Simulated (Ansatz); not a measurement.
# Field gradients at the nuclei in Y3Te3N

The cell is a computed structure from the Materials Project (it need not be an observed phase), taken as it stands.

```
Y Te N
1.0
     8.12794    0.00000    0.00000
     0.00000   11.98108    0.00000
    -2.76914    0.00000    8.20447
Y Te N
12 12 4
Direct
  0.60208 0.02387 0.86234
  0.39792 0.52387 0.63766
  0.39792 0.97613 0.13766
  0.60208 0.47613 0.36234
  0.83822 0.41222 0.79456
  0.16178 0.91222 0.70544
  0.16178 0.58778 0.20544
  0.83822 0.08778 0.29456
  0.76605 0.70931 0.65272
  0.23395 0.20931 0.84728
  0.23395 0.29069 0.34728
  0.76605 0.79069 0.15272
  0.77778 0.97898 0.58739
  0.22222 0.47898 0.91261
  0.22222 0.02102 0.41261
  0.77778 0.52102 0.08739
  0.50810 0.26656 0.68834
  0.49190 0.76656 0.81166
  0.49190 0.73344 0.31166
  0.50810 0.23344 0.18834
  0.95387 0.30644 0.51808
  0.04613 0.80644 0.98192
  0.04613 0.69356 0.48192
  0.95387 0.19356 0.01808
  0.67308 0.53481 0.62311
  0.32692 0.03481 0.87689
  0.32692 0.46519 0.37689
  0.67308 0.96519 0.12311
```

Atom numbers follow the list; atoms alike are taken as one site, whose name carries the number of the first.

Method: Kohn–Sham DFT in Ansatz, PBE, plane waves and PAW, scalar-relativistic, 420 eV cutoff, Γ-centred 4×3×4 k-points, Fermi–Dirac smearing 0.02 eV.

V_zz is the principal component of the electric field gradient with the largest magnitude, η = (V_xx − V_yy)/V_zz and C_Q = eQV_zz/h.

14N: I = 1, Q = 20.44 mb. Q values from Pyykkö, Mol. Phys. 116, 1328 (2018).

| site | atoms (order as listed) | first shell | V_zz (10²¹ V/m²) | η | C_Q (MHz) |
| --- | --- | --- | --- | --- | --- |
| Y1 | 1, 2, 3, 4 | 2 N at 2.26–2.28 Å, 4 Te at 3.19–3.41 Å; also 5 Y at 3.36–3.71 Å | 10.18 | 0.93 | – |
| Y5 | 5, 6, 7, 8 | 1 N at 2.21 Å, 5 Te at 3.03–3.21 Å | -9.64 | 0.14 | – |
| Y9 | 9, 10, 11, 12 | 1 N at 2.21 Å, 5 Te at 3.05–3.29 Å | -11.26 | 0.47 | – |
| Te13 | 13, 14, 15, 16 | 4 Y at 3.03–3.29 Å | -3.88 | 0.61 | – |
| Te17 | 17, 18, 19, 20 | 5 Y at 3.05–3.25 Å | 4.94 | 0.65 | – |
| Te21 | 21, 22, 23, 24 | 5 Y at 3.09–3.41 Å | -10.55 | 0.27 | – |
| N | 25, 26, 27, 28 | 4 Y at 2.21–2.28 Å | 0.77 | 0.35 | 0.379 |

At Y5 and Y9 V_zz points along its shortest bond, to N (within 10°) in each case.

Y, Te have no stable isotope with a ground-state quadrupole moment in the table, so no C_Q is given.

Without spin–orbit coupling the gradients at and beside Te can be off by some per cent, at some sites by more.

The run took 2.9 min of wall time (5.7 min of CPU time) and 3.2 GiB at its peak, on 2 threads of Arm Neoverse V2 (aarch64; 8 cores open to the job, memory cap 5.0 GiB, no GPU), a shared host with a load of 0.3 a core.
